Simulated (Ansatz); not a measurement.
In PBEsol (plane waves, PAW; program Ansatz), Br in the molecular I2 type structure (Cmce) relaxes to a = 7.200 Å, b = 4.022 Å, c = 8.532 Å.

It is gapped at this level: 1.20 eV (indirect).

Symmetry was held in the PBEsol relaxation. The substance is a gas or liquid at ambient conditions; this is its low-temperature solid. A crystal of weakly bound units computed without a dispersion correction: the cell and the soft elastic constants depend strongly on that. Spin–orbit coupling is left out wherever it is not named.

Potentials: the later of the program's two PAW sets.
